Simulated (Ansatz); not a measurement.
NaF:
```yaml
crystal:
  lattice:
    - [0.00000, 2.25159, 2.25159]
    - [2.25159, 0.00000, 2.25159]
    - [2.25159, 2.25159, 0.00000]
  atoms:
    - { symbol: Na, position: [0.00000, 0.00000, 0.00000] }
    - { symbol: F, position: [0.50000, 0.50000, 0.50000] }
```

Tensor components refer to the Cartesian frame of this cell.

Give the high-frequency dielectric tensor and the Born effective charge tensors of the independent atoms from DFPT, LDA in the plane-wave PAW code Ansatz.


ε∞:
```
1.93  0.00  0.00
0.00  1.93  0.00
0.00  0.00  1.93
```
Z* of atom 1 (Na), rows: field, columns: displacement, in e:
```
1.00  0.00  0.00
0.00  1.00  0.00
0.00  0.00  1.00
```
Z* of atom 2 (F), rows: field, columns: displacement, in e:
```
-1.00   0.00   0.00
 0.00  -1.00   0.00
 0.00   0.00  -1.00
```

Space group Fm-3m (rock salt). Symmetry was held in the LDA relaxation.

Potentials: the later of the program's two PAW sets.
